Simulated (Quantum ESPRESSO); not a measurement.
## Kohn-Sham bands of Mg(AlS$_{2}$)$_{2}$ (R-3m)

```
Mg(AlS2)2
1.0
   -1.85762     3.21748     0.00000
   -3.71523     0.00000     0.00000
   -1.85762     1.07249    12.96114
Mg Al S
1 2 4
Direct
  0.00000   0.00000   0.00000
  0.75800   0.75800   0.72600
  0.24200   0.24200   0.27400
  0.88378   0.88378   0.34866
  0.11622   0.11622   0.65134
  0.70219   0.70219   0.89343
  0.29781   0.29781   0.10657
```

Materials Project entry mp-16755; symmetrised, unrelaxed at this level. Not found in the COD (Crystallography Open Database) copy used, which has the formula in other groups; not checked further. Method: PBEsol plane waves in Quantum ESPRESSO 7.5 (PseudoDojo norm-conserving files, 68 Ry, no spin polarisation, no spin-orbit coupling), Bloch states on a 4×4×4 mesh through Γ, Wannier90 4.0.1. Density: 10×10×10 mesh, cold smearing 0.01 Ry. The cell is built of weakly bound layers, chains or molecules, whose nearest atoms lie 4.47 Å apart. Database cells relaxed without dispersion often hold them too far apart, which can enlarge gaps and weakens couplings between them; spacing and stacking were not compared with the measured crystal.

Task: List the Kohn-Sham levels between −8 and 4.9 eV relative to the valence-band maximum at the high-symmetry points, as a band run of pw.x on that density gives them (levels within 2 meV counted together).

Result: 
```json
[
 {"point": "Γ", "k (reciprocal lattice)": "0.000 0.000 0.000", "levels (eV)": "-5.59, -4.31, -2.99, -2.33 (×2), -2.31 (×2), -1.39, -0.41 (×2), 0.00 (×2), 1.89, 2.30, 4.41, 4.81 (×2), 4.82 (×2)"},
 {"point": "T", "k (reciprocal lattice)": "0.000 0.000 0.500", "levels (eV)": "-5.50, -4.56, -2.53, -2.33 (×2), -2.31 (×2), -1.75, -0.41 (×2), 0.00 (×2), 2.12, 2.18, 4.63, 4.79 (×2), 4.83, 4.85 (×2)"},
 {"point": "H_2", "k (reciprocal lattice)": "-0.329 -0.658 0.171", "levels (eV)": "-6.04, -6.04, -4.93, -4.89, -3.63, -3.41, -3.41, -2.99, -2.22, -1.84, -1.83, -1.51, 3.42, 3.64, 4.51, 4.57, 4.81"},
 {"point": "H_0", "k (reciprocal lattice)": "-0.342 -0.671 -0.171", "levels (eV)": "-6.04, -6.04, -4.93, -4.89, -3.63, -3.41, -3.41, -2.99, -2.22, -1.84, -1.83, -1.51, 3.42, 3.64, 4.51, 4.57, 4.81"},
 {"point": "L", "k (reciprocal lattice)": "0.000 -0.500 0.000", "levels (eV)": "-6.44, -6.40, -4.13, -4.07, -3.27, -3.27, -3.25, -2.75, -2.02, -1.73, -1.27, -0.48, 1.98, 2.10, 3.27, 3.52"},
 {"point": "S_0", "k (reciprocal lattice)": "-0.336 -0.671 -0.336", "levels (eV)": "-6.04 (×2), -4.94, -4.89, -3.63, -3.41, -3.40, -3.00, -2.22, -1.83 (×2), -1.51, 3.43, 3.63, 4.49, 4.59, 4.80"},
 {"point": "S_2", "k (reciprocal lattice)": "-0.336 -0.664 0.000", "levels (eV)": "-6.04 (×2), -4.94, -4.89, -3.63, -3.41, -3.40, -3.00, -2.22, -1.83 (×2), -1.51, 3.43, 3.63, 4.49, 4.59, 4.80"},
 {"point": "F", "k (reciprocal lattice)": "-0.500 -0.500 0.000", "levels (eV)": "-6.43, -6.41, -4.18, -4.09, -3.28, -3.24, -3.14, -2.71, -2.17, -1.71, -1.27, -0.47, 2.06, 2.07, 3.12, 3.87"}
]
```
